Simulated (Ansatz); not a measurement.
Phonon-limited resistivity of Ca, calculated with Ansatz

Space group Fm-3m (No. 225), 1 atom in the cell of the first input below: a = 3.860 Å, b = 3.860 Å, c = 3.860 Å, α = 60.00°, β = 60.00°, γ = 60.00°.

The cell was built from a prototype of a structure type listed for this element, relaxed without spin–orbit coupling to zero pressure (pressure 0.0 GPa with this functional, without spin–orbit coupling). Functional: PBEsol.

Input:

```yaml
crystal:
  lattice:
    - [0.0, 2.7291529165, 2.7291529165]
    - [2.7291529165, 0.0, 2.7291529165]
    - [2.7291529165, 2.7291529165, 0.0]
  atoms:
    - { symbol: Ca, position: [0.0, 0.0, 0.0] }
basis:
  ecutwfc: 420
  ecutrho_ratio: 4
kpoints:
  mp_grid: { grid: [12, 12, 12] }
hamiltonian:
  xc: pbesol
scf:
  occupations: { method: methfessel_paxton, width: 0.2 }
output: {}
phonons:
  supercell: [3, 3, 3]
  qpath:
    path:
      - [[0.0, 0.0, 0.0], [0.5, 0.0, 0.5], [0.625, 0.25, 0.625]]
      - [[0.375, 0.375, 0.75], [0.0, 0.0, 0.0], [0.5, 0.5, 0.5], [0.5, 0.25, 0.75], [0.5, 0.0, 0.5]]
    npoints: 6
  electrical_resistivity: { mesh: [24, 24, 24], temperatures: [50, 100, 200, 300, 500] }
  superconductivity: { mesh: [24, 24, 24], eliashberg_equations: false }
```

```bash
ansatz run input.yaml --threads 8 --pin off --max-ram 15360MiB --backend cpu --events-out ev --progress --plain --runs-dir out
```

Time: 52 s on 8 threads of Arm Neoverse V2, on a shared host, peak memory 9.4 GiB.

λ_tr,xx from the finest mesh down: 0.156, 0.140, 0.137. The next coarser mesh moves the resistivity at 300 K by 5 % along the axis that moves most.

The run gives λ_tr,xx = 0.156 and a Drude plasma energy ħω_p,xx = 4.10 eV.

**Question.** Estimate the resistivity along x at 300 K from the high-temperature formula.

**Answer.** ħ/τ = 2π λ_tr k_B T = 0.0253 eV and ρ = 1/(ε0 ω_p² τ) = 11.19 μΩ cm. The Boltzmann solution gives 9.85 μΩ cm, so the estimate is 14 % high; λ_tr itself still moves by 11 % between the two finest meshes.

```tsv
T (K)	ρ_xx (μΩ cm)	ρ_zz (μΩ cm)	formula, xx	R_H, field along x, y or z (10⁻¹¹ m³/C)
50	0.83	0.83	1.87	-29.8
100	2.83	2.83	3.73	-35.6
200	6.52	6.52	7.46	-29.7
300	9.85	9.85	11.19	-25.4*
500	15.55	15.55	18.65	-18.4
```

A star marks Hall coefficients that aren't converged: the next coarser mesh moves them by over a fifth (field along z at 300 K: -25.42 against -20.06). At 300 K the next coarser mesh moves R_H by up to 21 %.

At 50 K the solution is 0.44 times the linear formula, and at 500 K 0.83 times. The formula is meant for temperatures above the phonon energies and for bands that vary little within k_B T.

Caveats: not converged in the fine mesh; small supercell, couplings not converged in it.
